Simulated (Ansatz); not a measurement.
Ansatz input file:

```yaml
crystal:
  lattice:
    - [3.4541652982, 0.0, 0.0]
    - [0.0, 3.4541652982, 0.0]
    - [0.0, 0.0, 3.4541652982]
  atoms:
    - { symbol: Al, position: [0.0, 0.0, 0.0] }
    - { symbol: Ni, position: [0.0, 0.5, 0.5], spin: 0.4 }
    - { symbol: Ni, position: [0.5, 0.0, 0.5], spin: 0.4 }
    - { symbol: Ni, position: [0.5, 0.5, 0.0], spin: 0.4 }
basis:
  ecutwfc: 500
kpoints:
  mp_grid: { grid: [12, 12, 12] }
hamiltonian:
  xc: r2scan
scf:
  occupations: { method: gaussian, width: 0.1 }
output:
  forces: true
  stress: true
  eigenvalues: true
  populations: true
magnetization:
  spin_polarized: true
```

Run as
```bash
ansatz run input.yaml --threads 1 --pin off --max-ram 2560MiB --backend cpu --events-out ev --progress --plain --runs-dir out
```

The calculation used Ansatz, DFT r2SCAN, scalar-relativistic, plane waves, PAW.

Part of what the program printed, abridged (final results; tables in files aren't shown):

```
SCF 1 converged in 17 iterations: F = -18077.871472 eV  dr2 = 1.60e-8
this state was not tested for a lower state beside it, because the mixer in use, unlike msr1, does not test its closes by its own steps (another_mixer; see scf.mixing.algorithm and scf.lower_state_search)
SCF converged after 17 iterations
Magnetization: 0.8718 μB (28.9359 up, 28.0641 down)
Absolute magnetization: 1.2656 μB (∫|ρ↑−ρ↓|, with the PAW one-centre terms)
Spin contamination: 0.0337 ħ² per cell (⟨S²⟩ above its minimum at these occupations)
Per-site moments (μB) at R_I (Å): [(-0.02836433, 1.00751627), (0.34515404, 1.00751627), (0.34515404, 1.00751627), (0.34515404, 1.00751627)]
Free energy (F): -18077.871472 eV
Harris-Foulkes:  -18077.871471 eV  (|F-HF|=1.84e-8)
Internal energy: -18077.860979 eV  (E = F + TS)
E sigma→0 (E₀):  -18077.866225 eV
Entropy (-TS):   -0.010492 eV (-2.623 meV/atom)
Fermi energy:    17.595926 eV
--- Per-component energies (eV) ---
  E_band       = -917.431220
  E_kinetic    = 882.947977
  E_local      = -11616.562212  (includes V_loc(G=0)·N_el)
  E_nonlocal   = 1929.311553
  E_hartree    = 4967.777572
  E_xc         = -278.563512
  E_vxc        = -391.119106  (∫ρ·V_xc dr)
  E_paw        = -5406.340457  (= ΣΔE_a)
  E_vpaw       = -1686.055836  (= ΣTr[D̂ρ^β])
  E_aug_tail   = 0.000730  (compensation charges beyond the density's cutoff)
  E_vtau       = 28.477680  (kinetic-family band-sum trace: ∫τ·v_τ [+ j·A + Jᵃ·Aᵃ] dr)
  E_ewald      = -8555.472316
  E_core_change = -0.960314  (= ΣΔE_core)
  E_smearing   = -0.010492  (= −TS)
--- Forces (eV/Å), atoms counted from 1 ---
  atom   1  Al     0.00000000     0.00000000     0.00000000
  atom   2  Ni     0.00000000     0.00000000     0.00000000
  atom   3  Ni     0.00000000     0.00000000     0.00000000
  atom   4  Ni     0.00000000     0.00000000     0.00000000
--- Stress (GPa, compression-positive) ---
       14.417913       0.000000       0.000000
        0.000000      14.417913       0.000000
        0.000000       0.000000      14.417913
  P = ⅓ Tr σ = 14.4179 GPa (144.179 kbar)
--- Band table (eV; the first three rows and the last of 168) ---
  k-point 0 ↑: bands = ["-89.6088", "-89.5642", "-89.5642", "-48.6058", "-48.6058", "-48.6058", "-48.4692", "-48.4692", "-48.4692", "-48.4173", "-48.4173", "-48.4173", "6.4147", "12.3606", "13.1208", "13.1208", "13.4975", "13.4975", "13.4975", "15.7704", "15.7704", "15.7704", "16.7015", "16.7015", "17.0880", "17.2369", "17.2369", "17.2369", "18.4227", "18.4227", "18.4227", "24.7387", "24.7387", "26.1310", "31.2379"]
  k-point 1 ↑: bands = ["-89.6081", "-89.5648", "-89.5642", "-48.6041", "-48.6041", "-48.6029", "-48.4698", "-48.4698", "-48.4694", "-48.4207", "-48.4186", "-48.4186", "6.5097", "12.3946", "13.0700", "13.1823", "13.5157", "13.5157", "13.5204", "15.7184", "15.7184", "15.7450", "16.6473", "16.7027", "17.0124", "17.0124", "17.0521", "17.2370", "18.0361", "18.7659", "18.7659", "24.7209", "25.0816", "26.3934", "30.7122"]
  k-point 2 ↑: bands = ["-89.6061", "-89.5668", "-89.5642", "-48.5990", "-48.5990", "-48.5941", "-48.4714", "-48.4714", "-48.4698", "-48.4304", "-48.4221", "-48.4221", "6.7924", "12.4496", "12.9248", "13.3599", "13.5684", "13.5684", "13.5859", "15.5724", "15.5724", "15.6724", "16.4672", "16.6509", "16.6509", "16.7024", "16.9485", "17.2373", "17.2459", "19.4805", "19.4805", "24.6691", "25.5202", "27.4171", "29.3099"]
  k-point 83 ↓: bands = ["-88.9815", "-88.9815", "-88.9815", "-48.0410", "-48.0410", "-48.0410", "-47.9958", "-47.8738", "-47.8738", "-47.8738", "-47.7490", "-47.7490", "11.1609", "13.1976", "13.1976", "13.1976", "14.9486", "14.9486", "14.9486", "15.5018", "15.5018", "15.5018", "16.0052", "16.0052", "16.0052", "16.4451", "16.4451", "16.9528", "17.8050", "17.8050", "17.8050", "21.9375", "22.4515", "22.4515", "22.4515"]
--- Löwdin populations: 4 sites ---
  site symbol q [e]    m [muB]
     0     Al      3.5472    -0.0841
     1     Ni     17.6241     0.3385
     2     Ni     17.6241     0.3385
     3     Ni     17.6241     0.3385
  spilling = 0.010185 (of n_electrons = 57.000000)
```

Self-consistency was reached.

It took 40 s on 1 thread of Intel(R) Xeon(R) Platinum 8488C (Sapphire Rapids), on a shared host, peak memory 0.65 GiB.

The state reached may not be the lowest one.